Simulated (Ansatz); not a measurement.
The calculation used DFT PBE, scalar-relativistic, plane waves, PAW in Ansatz 0.2.0. Settings: cutoff 420 eV, Γ-centred meshes spaced at most about 0.3 Å⁻¹, and about 0.25 Å⁻¹ or finer for metals (2π included), Gaussian smearing. No spin polarisation in the final relaxations.

These are static total energies at zero pressure.

Compare these two cells of BeAl3, each relaxed at this level.

A.

```
CELL_PARAMETERS angstrom
2.78049 0.00000 0.00000
-1.39024 2.40797 0.00000
0.00000 0.00000 8.77966
ATOMIC_POSITIONS crystal
Be 0.33333 0.66667 0.50000
Al 0.00000 0.00000 0.72427
Al 0.33333 0.66667 0.00000
Al 0.00000 0.00000 0.27573
```

B.

```
CELL_PARAMETERS angstrom
2.81125 0.00000 0.00000
0.00000 8.35690 0.00000
0.00000 0.00000 5.05175
ATOMIC_POSITIONS crystal
Be 0.00000 0.50000 0.70010
Be 0.50000 0.50000 0.04734
Al 0.50000 0.30785 0.45111
Al 0.00000 0.26093 0.96867
Al 0.50000 0.00000 0.77810
Al 0.00000 0.00000 0.30692
Al 0.50000 0.69215 0.45111
Al 0.00000 0.73907 0.96867
```

Task: Which form is favoured at zero pressure, and by what margin per atom?

Result: B is lower, by 54 meV/atom. A has Be and Al ordered on hcp sites, space group P-6m2 (No. 187), 14.7 Å³/atom and no gap on its mesh; B has Be and Al ordered on dhcp sites, space group Pmm2 (No. 25), 14.8 Å³/atom and no gap. Counting all near atoms (those within 1.25 times the shortest distance at each site; a plus sign parts nearer from farther groups; a slash parts the counts of unlike sites), A has Be 12, Al 12 and B has Be 2+6/8, Al 12/3+9. Even the lower one lies +0.13 eV/atom against the reference forms of the elements (uncorrected), so neither is stable at this level. In A, around Be lie 6 Al at 2.54 Å and 6 Be at 2.78 Å; Al on a site of symmetry 3m is surrounded by 3 Be at 2.54 Å and 9 Al at 2.78–2.90 Å; Al on a site of symmetry -6m2 has 12 Al at 2.78–2.90 Å. In B, Be on its first site is surrounded by 2 Be at 2.25 Å, 6 Al at 2.41–2.48 Å and 2 Be at 2.81 Å; Be on its second site has 2 Be at 2.25 Å, 6 Al at 2.47–2.60 Å and 2 Be at 2.81 Å; Al on a site of symmetry m is surrounded by 3 Be at 2.48–2.60 Å and 10 Al at 2.81–3.21 Å; 3 more sites not described. Both come from invented guesses.

Cells relaxed within their symmetry can be saddle points. The Pmm2 cell of BeAl3 came from shaking the P-6m2 one.
